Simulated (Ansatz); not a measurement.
AlNi3 (Cu3Au type, Pm-3m) at seven volumes, DFT-r²SCAN in the program Ansatz with PAW potentials, scaled uniformly. One row is withheld.

| V (Å³/atom) | P (GPa) |
|---|---|
| 9.976 | 23.63 |
| 10.305 | 14.38 |
| 10.633 | 6.57 |
| 10.962 | -0.02 |
| 11.291 | -5.60 |
| 11.620 | ? |
| 11.949 | -14.28 |

Task: Fit the shown pressures and predict the withheld one.

Result: P = (3/2)B₀(x^(7/2) − x^(5/2))[1 + (3/4)(B′ − 4)(x − 1)] with x = (V₀/V)^(2/3). Least squares on the six rows gives V₀ = 10.961 Å³/atom, B₀ = 202 GPa, B′ = 4.62. At V = 11.620, x = 0.9618 and P = -10.31 GPa. The run itself gave -10.30 GPa.

Symmetry was held in the r²SCAN relaxation. Spin order of the final state: ferromagnetic, the only order run, not a proven ground state. Other orbital occupations within this spin state were not tried.

Potentials: the later of the program's two PAW sets.
